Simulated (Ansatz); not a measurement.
# Property card for Cu3Si

Cu3Si:
```cif
data_Cu3Si
_chemical_formula_sum 'Si1 Cu3'
_space_group_name_H-M_alt 'P 1'
_space_group_IT_number 1
_cell_length_a 4.34162
_cell_length_b 4.34162
_cell_length_c 4.34162
_cell_angle_alpha 131.816
_cell_angle_beta 131.816
_cell_angle_gamma 70.520
loop_
_space_group_symop_operation_xyz
  'x, y, z'
loop_
_atom_site_label
_atom_site_type_symbol
_atom_site_fract_x
_atom_site_fract_y
_atom_site_fract_z
_atom_site_occupancy
Si1 Si 0.00000 0.00000 0.00000 1
Cu1 Cu 0.75000 0.25000 0.50000 1
Cu2 Cu 0.25000 0.75000 0.50000 1
Cu3 Cu 0.50000 0.50000 0.00000 1
```

Space group I4/mmm (No. 139); conventional cell a = 3.545 Å, b = 3.545 Å, c = 7.090 Å, α = 90.00°, β = 90.00°, γ = 90.00°.

Method: DFT-LDA in the program Ansatz with PAW potentials. The cell and atoms are relaxed at this level. Other levels are named where they apply.

Cell and energy:

```json
{
 "volume_per_atom": "11.13 Å³",
 "density": "8.15 g/cm³",
 "Formation energy from the elements (no fitted shifts)": "-0.093 eV/atom"
}
```

Electronic structure:

```json
{
 "electronic_character": "metallic (no gap)",
 "Density of states at the Fermi level": "0.23 states/eV per atom (mean over ±0.08 eV)"
}
```

Mechanics:

```json
{
 "Bulk modulus (Birch–Murnaghan fit)": "182 GPa",
 "Pressure derivative B′": "5.0"
}
```

Phonons:

```json
{
 "highest_zone_centre_frequency": "282 cm⁻¹",
 "zone_centre_stability": "no imaginary mode at Γ"
}
```

The workflow started from a Materials Project entry (that database holds measured and hypothetical structures alike); the Crystallography Open Database copy checked does not list it. Whether it is the stable phase at ambient conditions was not checked. Symmetry was held in the LDA relaxation. The run is not spin-polarised. As this level gives no gap, phonon frequencies hold no LO–TO term and depend on the k-mesh and smearing (Fermi–Dirac, 0.1 eV here). The references are the lowest solids computed at this level, not always the standard phases.

Potentials: the later of the program's two PAW sets.
